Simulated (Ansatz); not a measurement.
A generated cell, not matched to a known phase here, of Ge2Mo: I4/mmm (No. 139), tI6; a = b = 3.297 Å, c = 8.187 Å, α = β = γ = 90.00°; Mo 2a (0.000, 0.000, 0.000); Ge 4e (0.000, 0.000, 0.338). These are PBEsol (plane waves to 420 eV, PAW, scalar-relativistic; Ansatz, a quantum-chemistry and plane-wave program) values and carry that method's errors. Element references, the lowest calculated here: Mo (Im-3m), Ge (Fd-3m).

Total energies (eV/atom, σ → 0; comparable only within this code, potentials and settings):

```csv
phase,E (eV/atom)
Ge2Mo (I4/mmm),-4468.411
Mo (Im-3m),-4897.501
Ge (Fd-3m),-4253.504
```

### Question
What is the formation energy of this I4/mmm form of Ge2Mo from the elements?

### Answer
E_f = -4468.411 − [2 × (-4253.504) + 1 × (-4897.501)] / 3 = -0.24 eV/atom (-0.7 eV per formula unit).

A lower structure of this composition may exist.

Static energies, no anion corrections, no zero-point energy. Values are rounded to 0.01 eV/atom. Not shown to be the ambient phase of their composition (a lower form may be missing, and a cell relaxed within its start's symmetry can be a saddle point): Ge2Mo (I4/mmm). The compounds carry no spin polarisation.
